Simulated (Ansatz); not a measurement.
# Data sheet: SiMo2N (DFT)

SiMo₂N:
```
CELL_PARAMETERS angstrom
      2.92072     0.00000     0.00000
     -1.46036     2.52942     0.00000
      0.00000     0.00000    13.34445
ATOMIC_POSITIONS crystal
  Si 0.33333 0.66667 0.75000
  Si 0.66667 0.33333 0.25000
  Mo 0.33333 0.66667 0.10117
  Mo 0.66667 0.33333 0.60117
  Mo 0.66667 0.33333 0.89883
  Mo 0.33333 0.66667 0.39883
  N  0.00000 0.00000 0.00000
  N  0.00000 0.00000 0.50000
```
The run is spin-polarised; directions of the spins, atom by atom: 0 0 ↑ ↑ ↑ ↑ 0 0.

Space group P6_3/mmc (No. 194); conventional cell a = b = 2.921 Å, c = 13.344 Å, α = β = 90.00°, γ = 120.00°.

Method: the program Ansatz at the r²SCAN level (PAW). The cell and atoms are relaxed at this level. Other levels are named where they apply.

Cell and energy:

| Property | Value |
|---|---|
| Volume per atom | 12.32 Å³ |
| Density | 7.88 g/cm³ |
| Formation energy from the elements (no fitted shifts) | -0.13 eV/atom |

Electronic structure:

| Quantity | Value |
|---|---|
| Electronic character | metallic (no gap) |
| Density of states at the Fermi level | 0.81 states/eV per atom (mean over ±0.08 eV) |

Magnetism:

| Quantity | Value |
|---|---|
| Magnetic order | ferromagnetic |
| Net moment | 0.26 μB per atom |

Mechanics:

| Item | Value |
|---|---|
| Bulk modulus (Birch–Murnaghan fit) | 244 GPa |
| Pressure derivative B′ | 4.4 |

Charges:

| Item | Value |
|---|---|
| Bader charges | Si -0.30, Mo +0.88, N -1.46 e |

The start of the workflow was typed in or built on a structure type; neither database checked (COD, Materials Project) lists it. Its standing as an ambient phase is unchecked. Symmetry was held in the r²SCAN relaxation; whether a distortion lowers the energy is not shown. Magnetic state: ferromagnetic, the only order run, not a proven ground state. Other orbital occupations within this spin state were not tried. No Hubbard U is applied. The references are the lowest solids computed at this level, not always the standard phases (solids in place of the gases). Spin–orbit coupling is left out wherever it is not named.

Potentials: the earlier of the program's two PAW sets. The files were generated under PBE; for other functionals the program regenerates the frozen cores, and for LDA and PBEsol the local potential too.
